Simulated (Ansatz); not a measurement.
SnO:
```xyz
4
Lattice="3.4719 0.0000 0.0000 -1.7360 3.0068 0.0000 0.0000 0.0000 6.4334" Properties=species:S:1:pos:R:3 pbc="T T T"
Sn     0.0000     0.0000     0.0000
Sn     0.0000     0.0000     3.2167
O      0.0000     2.0045     1.6084
O      1.7360     1.0023     4.8251
```

Relaxed with PBE. Special points in fractions of this cell's reciprocal vectors: Γ (0.000, 0.000, 0.000); M (0.500, 0.000, 0.000); K (0.333, 0.333, 0.000); A (0.000, 0.000, 0.500); L (0.500, 0.000, 0.500); H (0.333, 0.333, 0.500).

Task: List the band energies nearest the Fermi level at these points for DFT-PBE in the program Ansatz with PAW potentials.

Result: In eV from the Fermi level; about four levels below and three above (degenerate sets whole), none deeper than 8.9 eV; points with the same levels are listed once.

```tsv
k	below	above
Γ	-2.92 -2.92 -2.72 -2.72 -0.65	0.54 5.82 5.82
M	-2.88 -1.92 -0.73 -0.51	2.27 3.41 4.20
K	-4.69 -4.69 -4.49 -4.49 -3.90	0.26 1.85 1.85
A	-2.82 -2.82 -2.82 -2.82 -2.34 -2.34	3.02 3.02 6.30 6.30 6.30 6.30
L	-3.40 -3.40 -2.35 -2.35	1.88 1.88 3.91 3.91
H	-3.29 -3.29 -1.09 -1.09	0.40 0.40 3.50 3.50
```

Space group P6_3/mmc (NiAs type). A made-up cell: these elements were put on the sites of a structure type; neither database checked (COD, Materials Project) lists it. It is not the phase usual at ambient conditions (space group No. 129). Symmetry was held in the PBE relaxation; its stability against distortions is not shown here. Scalar-relativistic: spin–orbit coupling is off unless named, which matters more the heavier the elements.

Potentials: the later of the program's two PAW sets.
